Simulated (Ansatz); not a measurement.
Relaxed SiC (wurtzite):

```xyz
8
Lattice="6.1839 0.0000 0.0000 -1.5460 2.6777 0.0000 0.0000 0.0000 5.0743" Properties=species:S:1:pos:R:3 pbc="T T T"
Si     1.5460     0.8926     0.0026
Si     4.6379     0.8926     0.0026
Si     0.0000     1.7851     2.5398
Si     3.0920     1.7851     2.5398
C      1.5460     0.8926     3.1698
C      4.6379     0.8926     3.1698
C      0.0000     1.7851     0.6327
C      3.0920     1.7851     0.6327
```

A phonon eigenvector at M = (0.5, 0.0, 0.0) is frozen into this cell: atom i moves by Q times the vector below, so Q is the largest atomic displacement, in Å. The cell is held. (q is in reciprocal vectors of the primitive cell; the cell shown is doubled to hold the pattern.)

| atom | x | y | z |
|---|---|---|---|
| Si1 | 0.309 | 0.178 | 0.934 |
| Si2 | -0.309 | -0.178 | -0.934 |
| Si3 | 0.309 | 0.178 | -0.934 |
| Si4 | -0.309 | -0.178 | 0.934 |
| C5 | -0.177 | -0.102 | 0.385 |
| C6 | 0.177 | 0.102 | -0.385 |
| C7 | -0.177 | -0.102 | -0.385 |
| C8 | 0.177 | 0.102 | 0.385 |

The numbers are results of PBE (plane waves to 420 eV, PAW, scalar-relativistic; Ansatz, a first-principles code), not measurements. k mesh 6×12×7 (Γ-centred), Fermi-Dirac smearing 0.05 eV. The energy includes the smearing's −TS. SiC was relaxed with its symmetry unable to fall. ΔE is measured from the undisplaced structure.

```tsv
Q (Å)	ΔE (meV/cell)
-0.2800	3132
-0.2333	2193
-0.1867	1413
-0.1400	withheld
-0.0933	356
-0.0467	89
0.0000	0
0.0467	89
0.0933	356
0.1400	withheld
0.1867	1413
0.2333	2193
0.2800	3132
```

Task: Fit an even polynomial form (powers 2, 4) to the given rows and predict ΔE at Q = -0.1400.

Result: Least squares on the 11 given rows: ΔE = (41030)·Q² + (-13720)·Q⁴, in meV/cell with Q in Å; root-mean-square residual 0.4 meV/cell. At -0.1400 the fit gives 799 meV/cell; the calculation gives 799 meV/cell, the same to the digits shown. The quadratic term alone would give 804 meV/cell.

(A displaced cell: forces are minus the slopes of the energy, force constants its curvatures, and phonons follow from these.)
